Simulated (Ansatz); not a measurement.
The start is a generated cell, TiAl placed in the AFLOW prototype AB_hR6_160_3a_3a (as in SiC). The cell and all atomic positions are relaxed at zero pressure with PBE (plane waves to 420 eV, PAW, scalar-relativistic; Ansatz, a first-principles code). The first steps use a coarse 11×11×11 k-mesh.

Input geometry:
```yaml
crystal:
  lattice:
    - [1.75887, 1.01548, 8.61667]
    - [-1.75887, 1.01548, 8.61667]
    - [0.00000, -2.03097, 8.61667]
  atoms:
    - { symbol: Al, position: [0.00000, 0.00000, 0.00000] }
    - { symbol: Al, position: [0.22222, 0.22222, 0.22222] }
    - { symbol: Al, position: [0.77778, 0.77778, 0.77778] }
    - { symbol: Ti, position: [0.08333, 0.08333, 0.08333] }
    - { symbol: Ti, position: [0.30556, 0.30556, 0.30556] }
    - { symbol: Ti, position: [0.86111, 0.86111, 0.86111] }
```

Question: What pressure does the first self-consistent step give?

Answer: +56.8 GPa (positive: the cell is compressed).

Question: Which atoms feel the largest initial force, and how large is it?

Answer: 0.53 eV/Å, on Ti5 (atoms numbered as listed).

Question: By how much does the energy per atom fall from start to end?

Answer: 2.70 eV/atom.

Question: Is the relaxed structure metallic? Give its gap.

Answer: Zero (metallic).

Question: Give the final cell and atomic positions.

Answer: 
```cif
data_Al9Ti9
_chemical_formula_sum 'Al9 Ti9'
_space_group_name_H-M_alt 'R3m :H'
_space_group_IT_number 160
_space_group_name_Hall 'R 3 -2"'
_cell_length_a 4.37912
_cell_length_b 4.37912
_cell_length_c 20.01210
_cell_angle_alpha 90.000
_cell_angle_beta 90.000
_cell_angle_gamma 120.000
loop_
_atom_site_label
_atom_site_type_symbol
_atom_site_symmetry_multiplicity
_atom_site_Wyckoff_symbol
_atom_site_fract_x
_atom_site_fract_y
_atom_site_fract_z
_atom_site_occupancy
Al1 Al 3 a 0.00000 0.00000 0.02756 1
Al2 Al 3 a 0.00000 0.00000 0.75283 1
Al3 Al 3 a 0.00000 0.00000 0.30446 1
Ti1 Ti 3 a 0.00000 0.00000 0.89193 1
Ti2 Ti 3 a 0.00000 0.00000 0.60495 1
Ti3 Ti 3 a 0.00000 0.00000 0.16829 1
```
(The calculation used a cell of 6 atoms; values per cell refer to that cell.)

The space group stays R3m (No. 160) (the run could not lower it), with 6 atoms in the primitive cell. Final values are on a 13×13×13 k-mesh of the relaxed cell. No spin polarisation in the result. A magnetic state may lie lower.

The run could not lose the symmetry of its start: the end is stationary, and may be a saddle point rather than a minimum.

The relaxed structure here is a generated cell of TiAl: the first start was made by placing the elements on the sites of a structure type, and the end was not matched to a known phase here, so it may be hypothetical. Known forms of TiAl include space group No. 123.
